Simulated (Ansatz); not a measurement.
Run on diamond Ge (100), 6 layers: DFT, LDA, PAW with Ansatz's default frozen-core files, scalar-relativistic (Ansatz 0.2.0). This run: core holes in 2p of Ge.

The slab is cut from a bulk crystal relaxed on PAW files (its atoms may have been relaxed since).

Command: `ansatz run input.yaml --threads 2 --pin off --max-ram 4096MiB --backend cpu --events-out ev --progress --plain --runs-dir out` It took 42 s on 2 threads of Intel(R) Xeon(R) 6975P-C (Granite Rapids), with other jobs on the host, peak memory 0.79 GiB.

```yaml
crystal:
  lattice:
    - [3.9752393773, 0.0, 0.0]
    - [0.0, 3.9752393773, 0.0]
    - [0.0, 0.0, 23.0273]
  atoms:
    - { symbol: Ge, position: [0.75, 0.0, 0.3466606116] }
    - { symbol: Ge, position: [0.25, 0.0, 0.4077864342] }
    - { symbol: Ge, position: [0.25, 0.5, 0.4693052407] }
    - { symbol: Ge, position: [0.75, 0.5, 0.5306947604] }
    - { symbol: Ge, position: [0.75, 0.0, 0.5922135662] }
    - { symbol: Ge, position: [0.25, 0.0, 0.6533393869] }
kpoints:
  mp_grid: { grid: [8, 8, 1] }
scf:
  occupations: { method: fermi_dirac, width: 0.02 }
hamiltonian:
  xc: lda
  pseudopotentials: { kind: paw }
output:
  forces: true
  stress: true
  eigenvalues: true
  core_levels:
    shells: { Ge: ["2p"] }
    counted_from: conduction_bottom
    add_spin: false
```

Output:

```
Engine: ansatz 0.2.0
Pseudopotentials: kind: paw
Pseudopotential: Ge, paw, valence charge 14, recommended cutoff 420 eV (normal), Ge.paw.azcp
Functional definition: SPW92
  exchange = slater_x
  correlation = pw_c
Crystal: 6 atoms, lattice volume = 363.890 Å³
Basis set: ecut = 420 eV, 7149 PW (Γ)
Bands: 51, of which v1, the nominal top of the filled ones, is band 42 counted from 1 (41 counted from 0)
Symmetry: 8 space group operations
Space group: Pmma (ITA 51), of the structure as read, at distance tolerance 7.1e-5 Å
k-points: 25 of 64
Non-local potential: Ge, projectors of the file, l = 0: 2, l = 1: 2, l = 2: 3, l = 3: 1
PAW form: soft (Blöchl's): semilocal exchange-correlation on the pseudo side does not see the compensation charge
PAW frozen core: Ge, regenerated for the run's functional, and the local potential with it (the file was generated under x = pbe(κ = 0.804, μ = 0.2195149727645171), c = pbe(β = 0.06672455060314922))
PAW one-centre angular grid: Ge, 590 points (default); XC on 64 Gauss nodes
Initial density: superposition of atomic densities (neutral atoms: chi_scale 0, normalization atom), corrected by the library's trained network
Initial wavefunctions: pseudopotential atomic-orbital guess
Functional: x = slater, c = lda
SCF iter   1: F=—  HF=-25291.023216 eV  |F-HF|=—  |Δ(HF+E_count)|=         —  Δρ=3.38e-3  dr2=4.67e-2  ethr=1.77e-3  ⟨swp⟩=7.3  Hψ=4894  notcnv=0  defer=1
preconditioner: auto → LDOS  [insulator: Δε(μ)=0.057 eV  Ē_g=22.016 eV  σ=0.020 eV  W_gap=0.57  n_scr=58 (ndim 8)  ℏωp=17.8 eV  f_vac=0.568  D(μ)=2.55/eV (n_scr^D=8)  ε∞_Penn≈1.7  β→1.0]
SCF iter   2: F=—  HF=-25291.011251 eV  |F-HF|=—  |Δ(HF+E_count)|=   1.20e-2  Δρ=1.19e-3  dr2=5.00e-3  ethr=5.56e-5  ⟨swp⟩=3.0  Hψ=2813  notcnv=0  defer=71
SCF iter   3: F=—  HF=-25291.009388 eV  |F-HF|=—  |Δ(HF+E_count)|=   1.86e-3  Δρ=4.94e-4  dr2=7.78e-4  ethr=5.95e-6  ⟨swp⟩=2.0  Hψ=2408  notcnv=0  defer=71
SCF iter   4: F=—  HF=-25291.008800 eV  |F-HF|=—  |Δ(HF+E_count)|=   5.88e-4  Δρ=9.40e-5  dr2=9.12e-5  ethr=9.27e-7  ⟨swp⟩=2.0  Hψ=2271  notcnv=0  defer=71
SCF iter   5: F=—  HF=-25291.008851 eV  |F-HF|=—  |Δ(HF+E_count)|=   5.04e-5  Δρ=2.31e-5  dr2=4.34e-6  ethr=1.09e-7  ⟨swp⟩=2.1  Hψ=1519  notcnv=0  defer=71
SCF iter   6: F=—  HF=-25291.008852 eV  |F-HF|=—  |Δ(HF+E_count)|=   1.39e-6  Δρ=6.75e-6  dr2=3.93e-7  ethr=5.17e-9  ⟨swp⟩=2.8  Hψ=2213  notcnv=0  defer=71
SCF iter   7: F=-25291.008852 eV  HF=-25291.008852 eV  |F-HF|=3.87e-8  |Δ(HF+E_count)|=   5.09e-8  Δρ=1.92e-6  dr2=4.96e-8  ethr=1.19e-10  ⟨swp⟩=11.9  Hψ=5192  notcnv=0
SCF 1 converged in 7 iterations: F = -25291.008852 eV  dr2 = 4.96e-8
  greatest PAW one-centre occupation: 0.998 electrons in one spin orbital (limit 2), on the Ge atom at site 5 (counted from 0), in its partial waves of l = 2
── core hole 1/3: 2p of Ge 0 ──
── 2p of Ge 0: 1221.219 eV over the cell without the hole, in 11 iterations ──
── core hole 2/3: 2p of Ge 1 ──
── 2p of Ge 1: 1221.443 eV over the cell without the hole, in 9 iterations ──
── core hole 3/3: 2p of Ge 2 ──
── 2p of Ge 2: 1221.614 eV over the cell without the hole, in 9 iterations ──
SCF converged after 7 iterations
Free energy (F): -25291.008852 eV
Harris-Foulkes:  -25291.008852 eV  (|F-HF|=3.87e-8)
Internal energy: -25291.004911 eV  (E = F + TS)
E sigma→0 (E₀):  -25291.006881 eV
Entropy (-TS):   -0.003941 eV (-0.657 meV/atom)
Fermi energy:    -0.338193 eV
--- Per-component energies (eV) ---
  E_band       = -1600.421396
  E_kinetic    = 666.683774
  E_local      = -77227.229464  (includes V_loc(G=0)·N_el)
  E_nonlocal   = 2521.237928
  E_hartree    = 37355.319994
  E_xc         = -448.377355
  E_vxc        = -386.696351  (∫ρ·V_xc dr)
  E_paw        = -11638.560022  (= ΣΔE_a)
  E_vpaw       = -1885.009116  (= ΣTr[D̂ρ^β])
  E_aug_tail   = 0.001742  (compensation charges beyond the density's cutoff)
  E_ewald      = 23468.468536
  E_core_change = 11.449957  (= ΣΔE_core)
  E_smearing   = -0.003941  (= −TS)
  E_closure    = -0.000000  (closes the sum)
  Σ components = -25291.008852   (vs F -25291.008852, Δ=0.00e0)
--- Forces (eV/Å), atoms counted from 1 ---
  atom   1  Ge     0.00000000     0.00000000     0.00650008
  atom   2  Ge     0.00000000     0.00000000     0.00157548
  atom   3  Ge     0.00000000     0.00000000     0.00323058
  atom   4  Ge     0.00000000     0.00000000    -0.00323058
  atom   5  Ge     0.00000000     0.00000000    -0.00157548
  atom   6  Ge     0.00000000     0.00000000    -0.00650008
  max |Σ_I F_I| component: 0.00e0 eV/Å
--- Stress (GPa, compression-positive) ---
       -0.008508       0.000000       0.000000
        0.000000      -1.276980       0.000000
        0.000000       0.000000      -0.024823
  P = ⅓ Tr σ = -0.4368 GPa (-4.368 kbar)
--- Band table (eV; the first three rows and the last of 25) ---
  k-point 0: bands = ["-24.9171", "-24.8551", "-24.8472", "-24.8396", "-24.8229", "-24.7925", "-24.7173", "-24.7100", "-24.6836", "-24.6733", "-24.6692", "-24.6550", "-24.6482", "-24.6103", "-24.6035", "-24.6004", "-24.5934", "-24.5929", "-24.5713", "-24.5696", "-24.4621", "-24.4554", "-24.4496", "-24.4487", "-24.4262", "-24.4229", "-24.4222", "-24.4154", "-24.3592", "-24.3578", "-12.3616", "-11.2162", "-9.5389", "-7.3332", "-4.7661", "-2.5321", "-2.4884", "-2.1180", "-1.4822", "-1.2789", "-0.3302", "0.2816", "1.0330", "1.1639", "1.4111", "1.9323", "2.1200", "2.3058", "2.4671", "3.7390", "4.4529"]
  k-point 1: bands = ["-24.9176", "-24.8647", "-24.8391", "-24.8378", "-24.8199", "-24.7929", "-24.7119", "-24.7118", "-24.6885", "-24.6681", "-24.6675", "-24.6531", "-24.6479", "-24.6139", "-24.6040", "-24.5986", "-24.5939", "-24.5933", "-24.5729", "-24.5724", "-24.4732", "-24.4657", "-24.4403", "-24.4363", "-24.4271", "-24.4231", "-24.4221", "-24.4161", "-24.3587", "-24.3573", "-12.2384", "-11.1139", "-9.5430", "-7.2668", "-4.9970", "-3.0138", "-2.8929", "-2.4288", "-1.4156", "-1.0657", "-0.3537", "-0.1125", "1.0808", "1.2359", "1.4166", "2.0078", "2.2168", "2.4831", "3.3105", "3.8188", "4.5255"]
  k-point 2: bands = ["-24.9187", "-24.8712", "-24.8349", "-24.8323", "-24.8136", "-24.7940", "-24.7209", "-24.6984", "-24.6947", "-24.6655", "-24.6582", "-24.6482", "-24.6471", "-24.6213", "-24.6050", "-24.5963", "-24.5948", "-24.5939", "-24.5777", "-24.5768", "-24.4849", "-24.4700", "-24.4355", "-24.4292", "-24.4287", "-24.4234", "-24.4193", "-24.4154", "-24.3575", "-24.3563", "-11.8786", "-10.8332", "-9.6295", "-7.1144", "-5.6528", "-4.3418", "-3.1833", "-2.1338", "-1.2435", "-1.0135", "-0.8652", "-0.4599", "0.2505", "0.9586", "1.6149", "1.9209", "2.3342", "4.0294", "4.0476", "4.9830", "5.0150"]
  k-point 24: bands = ["-24.9009", "-24.9009", "-24.8390", "-24.8390", "-24.7611", "-24.7611", "-24.7287", "-24.7287", "-24.6819", "-24.6819", "-24.6707", "-24.6707", "-24.6115", "-24.6115", "-24.6069", "-24.6069", "-24.5938", "-24.5938", "-24.5495", "-24.5495", "-24.5030", "-24.5030", "-24.4581", "-24.4581", "-24.4337", "-24.4337", "-24.3924", "-24.3924", "-24.3475", "-24.3475", "-8.8074", "-8.8074", "-8.6394", "-8.6394", "-7.8493", "-7.8493", "-3.4194", "-3.4194", "-3.2096", "-3.2096", "-1.1193", "-1.1193", "-0.7725", "-0.7725", "2.3298", "2.3298", "2.5040", "2.5040", "5.1919", "5.1919", "5.2186"]
--- Core levels from the conduction bottom, as differences alone (as output.core_levels.counted_from types it; a hole's nearest image at 4.0 Å) ---
  the holes have no spin, as output.core_levels.add_spin types it
  atom         alike  shell      binding/eV   shift/eV difference/eV images/eV   SCF
  Ge 0             2     2p               –     +0.000      1221.219         –    11
  Ge 1             2     2p               –     +0.224      1221.443         –     9
  Ge 2             2     2p               –     +0.395      1221.614         –     9
  the dataset of Ge with a 2p hole: scattering error 0.009 eV; free atom: scalar-relativistic, large and small components
  the two lines of Ge's 2p: 2p1/2 +20.813 eV and 2p3/2 -10.406 eV off its levels, 1 : 2 in strength
```

The PAW files were made under PBE. Real surfaces of this kind reconstruct, which a 1×1 cell forbids.
